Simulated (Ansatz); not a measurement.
**CaC2: strain energy, fitted**

CaC2, R-3m, a = 3.861 Å, c = 11.782 Å. The structure is a Materials Project entry; whether it is the stable form wasn't checked. Ansatz: r2SCAN, PAW, 500 eV, Γ-centred 9×9×2 mesh on 9 atoms, Gaussian smearing 0.02 eV; no spin polarisation. Series: biaxial strain in the a-b plane, c and atoms relaxed; x is the strain in per cent. y is the free energy over the unstrained cell, V0 = 16.905 Å³/atom.

| x (%) | y (meV/atom) |
| --- | --- |
| -3.0 | ? |
| -1.5 | 2.73 |
| 0.0 | 0.00 |
| 1.5 | 2.52 |
| 3.0 | 9.89 |

Question: Fit y = c2 x² + c3 x³ to the other rows, turn c2 into a modulus, and predict the missing energy.

Answer: Least squares on the rows shown. y = 1.172 x² − 0.02446 x³. In eV per unit strain² c2 is 11.72; M is the biaxial modulus (E = M V0 ε²): 11.72 × 160.2 / (16.905) = 111 GPa. At x = -3.0 the fit asked for gives 11.21 meV/atom. The run gave 11.12 meV/atom, so the fit is 0.09 meV/atom too high, a small miss on the scale of the series. The form still works here, 33 % of the fitted range beyond its end.